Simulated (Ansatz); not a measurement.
An Ansatz (an electronic-structure program) run. Input:

Ansatz 0.2 input:
```yaml
crystal:
  lattice:
    - [3.1720418744, 0.0, 0.0]
    - [-1.5860209372, 2.7470688451, 0.0]
    - [0.0, 0.0, 12.5522201468]
  atoms:
    - { symbol: W, position: [0.3333333333, 0.6666666667, 0.25] }
    - { symbol: W, position: [0.6666666667, 0.3333333333, 0.75] }
    - { symbol: S, position: [0.3333333333, 0.6666666667, 0.6256614734] }
    - { symbol: S, position: [0.6666666667, 0.3333333333, 0.3743385266] }
    - { symbol: S, position: [0.6666666667, 0.3333333333, 0.1256614734] }
    - { symbol: S, position: [0.3333333333, 0.6666666667, 0.8743385266] }
kpoints:
  mp_grid: { grid: [9, 9, 2] }
hamiltonian:
  xc: r2scan
  dispersion: d4
  pseudopotentials: { azcp: { folder: ./paw }, kind: paw }
scf:
  occupations: { method: fixed }
output:
  optics: { e_range: [0.0, 15.0], de: 0.05, sigma: 0.1, bands: { spectra_wanted_up_to: 12 eV } }
```

Output (shortened):

```
output.optics: the spectra are integrated over the Brillouin zone by k·p interpolation around the k-points, where levels, occupations, output.optics.sigma and …
Pseudopotential: W, paw, valence charge 14
Pseudopotential: S, paw, valence charge 6
Functional definition: r2SCAN
Crystal: 6 atoms, lattice volume = 109.378 Å³
Basis set: ecut = 500 eV, 2763 PW (Γ), exchange–correlation on 96×96×384 points (64 copies of the dense FFT grid, shifted against one another)
Bands: 32, of which v1, the nominal top of the filled ones, is band 26 counted from 1 (25 counted from 0)
Symmetry: 24 space group operations
Space group: P63/mmc (ITA 194), of the structure as read, at distance tolerance 4.8e-5 Å
k-points: 24 of 162
SCF iter   1: F=—  HF=-24426.339899 eV  |F-HF|=—  |Δ(HF+E_count)|=         —  Δρ=4.00e-2  dr2=2.51e0  dr2_τ=1.50e-1  ethr=3.10e-3  ⟨swp⟩=5.4  Hψ=3395  notcnv=0  defer=68
preconditioner: auto → Resta (q_TF=auto, 2.410 Å⁻¹)
SCF iter   2: F=—  HF=-24426.212216 eV  |F-HF|=—  |Δ(HF+E_count)|=   1.28e-1  Δρ=2.44e-2  dr2=8.16e-1  dr2_τ=1.17e-2  ethr=3.10e-3  ⟨swp⟩=2.8  Hψ=1332  notcnv=0  defer=72
SCF iter   3: F=—  HF=-24426.127309 eV  |F-HF|=—  |Δ(HF+E_count)|=   8.49e-2  Δρ=5.00e-3  dr2=5.03e-2  dr2_τ=5.81e-3  ethr=1.57e-3  ⟨swp⟩=2.3  Hψ=1262  notcnv=0  defer=72
SCF iter   4: F=—  HF=-24426.124552 eV  |F-HF|=—  |Δ(HF+E_count)|=   2.76e-3  Δρ=2.36e-3  dr2=8.14e-3  dr2_τ=1.18e-3  ethr=9.66e-5  ⟨swp⟩=3.0  Hψ=1167  notcnv=0  defer=93
SCF iter   5: F=—  HF=-24426.125001 eV  |F-HF|=—  |Δ(HF+E_count)|=   4.49e-4  Δρ=7.61e-4  dr2=9.72e-4  dr2_τ=4.58e-5  ethr=1.57e-5  ⟨swp⟩=2.0  Hψ=1094  notcnv=0  defer=94
SCF iter   6: F=—  HF=-24426.125122 eV  |F-HF|=—  |Δ(HF+E_count)|=   1.20e-4  Δρ=2.51e-4  dr2=1.02e-4  dr2_τ=2.13e-6  ethr=1.87e-6  ⟨swp⟩=2.2  Hψ=1092  notcnv=0  defer=93
SCF iter   7: F=—  HF=-24426.125139 eV  |F-HF|=—  |Δ(HF+E_count)|=   1.72e-5  Δρ=3.66e-5  dr2=1.85e-6  dr2_τ=7.58e-8  ethr=1.97e-7  ⟨swp⟩=2.0  Hψ=1150  notcnv=0  defer=57
SCF iter   8: F=—  HF=-24426.125139 eV  |F-HF|=—  |Δ(HF+E_count)|=   1.75e-7  Δρ=5.84e-6  dr2=3.01e-8  dr2_τ=3.06e-9  ethr=3.55e-9  ⟨swp⟩=2.1  Hψ=1306  notcnv=0  defer=38
SCF iter  11: F=-24426.125139 eV  HF=-24426.125139 eV  |F-HF|=3.64e-12  |Δ(HF+E_count)|=  1.46e-11  Δρ=3.54e-8  dr2=1.46e-12  dr2_τ=8.03e-14  ethr=1.00e-12  ⟨swp⟩=10.2  Hψ=3210  notcnv=0
SCF 1 converged in 11 iterations: F = -24426.125139 eV  dr2 = 1.46e-12
NSCF: frozen V_eff on 24 k-points
Optics k sum: 0 of 24 k-points
Optics k sum: 2 of 24 k-points
Optics k sum: 3 of 24 k-points
Optics k sum: 4 of 24 k-points
Optics k sum: 5 of 24 k-points
Optics k sum: 6 of 24 k-points
Optics k sum: 8 of 24 k-points
Optics k sum: 9 of 24 k-points
Optics k sum: 10 of 24 k-points
Optics k sum: 11 of 24 k-points
Optics k sum: 12 of 24 k-points
Optics k sum: 14 of 24 k-points
Optics k sum: 15 of 24 k-points
Optics k sum: 16 of 24 k-points
Optics k sum: 17 of 24 k-points
Optics k sum: 18 of 24 k-points
Optics k sum: 20 of 24 k-points
Optics k sum: 21 of 24 k-points
Optics k sum: 22 of 24 k-points
Optics k sum: 23 of 24 k-points
Optics k sum: 24 of 24 k-points
Optics k sum: 0 of 24 k-points
Optics k sum: 2 of 24 k-points
Optics k sum: 3 of 24 k-points
Optics k sum: 4 of 24 k-points
Optics k sum: 5 of 24 k-points
Optics k sum: 6 of 24 k-points
Optics k sum: 8 of 24 k-points
Optics k sum: 9 of 24 k-points
Optics k sum: 10 of 24 k-points
Optics k sum: 11 of 24 k-points
Optics k sum: 12 of 24 k-points
Optics k sum: 14 of 24 k-points
Optics k sum: 15 of 24 k-points
Optics k sum: 16 of 24 k-points
Optics k sum: 17 of 24 k-points
Optics k sum: 18 of 24 k-points
Optics k sum: 20 of 24 k-points
Optics k sum: 21 of 24 k-points
Optics k sum: 22 of 24 k-points
Optics k sum: 23 of 24 k-points
Optics k sum: 24 of 24 k-points
NSCF: frozen V_eff on 1 k-points
NSCF: frozen V_eff on 1 k-points
output.optics: what the bands over the 60 summed would add to eps1, eps2 and the energy-loss function is held between a lower and an upper bound (7 Lanczos …
SCF converged after 11 iterations
Free energy (F): -24426.125139 eV
Harris-Foulkes:  -24426.125139 eV  (|F-HF|=3.64e-12)
Internal energy: -24426.125139 eV  (E = F + TS)
E sigma→0 (E₀):  -24426.125139 eV
Fermi energy:    11.077742 eV
--- Per-component energies (eV) ---
  E_band       = -439.687576
  E_kinetic    = 1270.236785
  E_local      = -3587.819063  (includes V_loc(G=0)·N_el)
  E_nonlocal   = 87.600329
  E_hartree    = 1495.123556
  E_xc         = -838.419855
  E_vxc        = -864.098535  (∫ρ·V_xc dr)
  E_paw        = -19683.413816  (= ΣΔE_a)
  E_vpaw       = -379.274075  (= ΣTr[D̂ρ^β])
  E_aug_tail   = 0.000136  (compensation charges beyond the density's cutoff)
  E_vtau       = 43.419772  (kinetic-family band-sum trace: ∫τ·v_τ [+ j·A + Jᵃ·Aᵃ] dr)
  E_ewald      = -3166.889318
  E_disp       = -0.928519  (pairwise vdW)
  E_core_change = -1.615374  (= ΣΔE_core)
  E_smearing   =  0.000000  (= −TS)
  E_closure    =  0.000000  (closes the sum)
  Σ components = -24426.125139   (vs F -24426.125139, Δ=0.00e0)
  [band-id]    e_kinetic+e_local+e_nonlocal+2·e_hartree+e_vxc+e_vpaw+e_augmentation_tail+e_vtau = -439.687539   (vs E_band -439.687576, Δ=3.67e-5)
--- Band table (eV; the first three rows and the last of 24) ---
  k-point 0: bands = ["-65.4629", "-65.4629", "-29.0758", "-29.0757", "-28.9087", "-28.9087", "-28.9087", "-28.9087", "-5.2129", "-5.0353", "-3.5442", "-3.1994", "3.2907", "4.2037", "7.2555", "7.3610", "7.3610", "7.3725", "7.3725", "8.6399", "8.6399", …
  k-point 1: bands = ["-65.4629", "-65.4629", "-29.0757", "-29.0757", "-28.9087", "-28.9087", "-28.9087", "-28.9087", "-5.1313", "-5.1313", "-3.3670", "-3.3670", "3.6928", "3.6928", "7.3667", "7.3667", "7.3667", "7.3667", "8.1250", "8.1250", "8.6604", …
  k-point 2: bands = ["-65.4606", "-65.4606", "-29.0675", "-29.0675", "-28.9531", "-28.9531", "-28.9190", "-28.9190", "-4.9998", "-4.8225", "-3.4591", "-3.1330", "3.5415", "4.4520", "6.8411", "6.8663", "6.9052", "7.5608", "7.5807", "7.9114", "8.3209", …
  k-point 23: bands = ["-65.4406", "-65.4406", "-29.1851", "-29.1851", "-29.1482", "-29.1482", "-28.9961", "-28.9961", "-2.5561", "-2.5561", "-2.4430", "-2.4430", "4.3578", "4.3578", "4.7687", "4.7687", "5.7045", "5.7045", "6.1827", "6.1827", "7.0985", …
```

Cost: very roughly 90 core-seconds on shared cores.

Space group P6_3/mmc. The cell was relaxed with r²SCAN+D4 under the symmetry of its start; phonons on a q-mesh show no instability. The run is not spin-polarised. Scalar-relativistic: spin–orbit coupling is off unless named, which matters more the heavier the elements.

Potentials: the earlier of the program's two PAW sets.

Ansatz is a plane-wave DFT program.
